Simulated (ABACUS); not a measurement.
## Checks by hand on Sn (Fd-3m, 2 atoms in the cell; from Materials Project mp-117, lattice scaled a little)

```xyz
2
Lattice="0.0000 3.3231 3.3231 3.3231 0.0000 3.3231 3.3231 3.3231 0.0000" Properties=species:S:1:pos:R:3 pbc="T T T"
Sn     0.0000     0.0000     0.0000
Sn     1.6615     1.6615     1.6615
```

Level of theory: LDA (PW92), PseudoDojo 0.4 standard norm-conserving LDA (tails mended) pseudopotentials (plane waves; ABACUS).

Main settings: KPT = Gamma 12 12 12 0 0 0; basis_type = pw; dft_functional = PWLDA; ecutwfc = 72 Ry; smearing_method = mv; smearing_sigma = 0.00367493 Ry; potentials = PseudoDojo 0.4 standard norm-conserving LDA (tails mended); symmetry = 1.

The structure comes from a collection of computed structures, made at another level of theory; the collection holds predicted forms beside known ones. Its lattice was then scaled.

The cell holds 495.3 bohr³ and the plane-wave cutoff is 72.0 Ry.

### Question
How many plane waves does a k-point need, and how does the count grow with the cutoff?

### Answer
In Rydberg units |k + G|² ≤ E, a sphere of radius √72.0 = 8.485 bohr⁻¹. Each G takes (2π)³/V of reciprocal space, so N = V E^(3/2)/(6π²) = 495.3 × 610.9/59.218 = 5110. The program's largest count at a k-point is 5132; single k-points scatter about the estimate. The count grows as E^(3/2): 20 % more cutoff means 31 % more plane waves.

The cell was also run at V = 72.659 Å³ (F = -4276.42517 eV, P = -2.63 GPa) and V = 74.127 Å³ (F = -4276.39847 eV, P = -3.22 GPa), scaled uniformly; the base has V = 73.393 Å³, P = -2.93 GPa and F₀ = -4276.41250 eV.

### Question
Check the pressure against the energies, and estimate the bulk modulus.

### Answer
P = −dF/dV ≈ −(0.02670 eV)/(1.468 Å³) = -0.01819 eV/Å³; times 160.218 GPa per eV/Å³ this is -2.91 GPa, against -2.93 GPa from the stress tensor. B = −V dP/dV ≈ −73.393 × (-0.59 GPa)/(1.468 Å³) = 29 GPa at this volume. The curvature of the energies, B = V (F₊ + F₋ − 2F₀)/(ΔV/2)², gives 30 GPa. Shape and fractional positions were held, which usually makes B too large where they are free.

“Tails mended”: in these copies of the files the far tail of each local potential was reset to the Coulomb form.
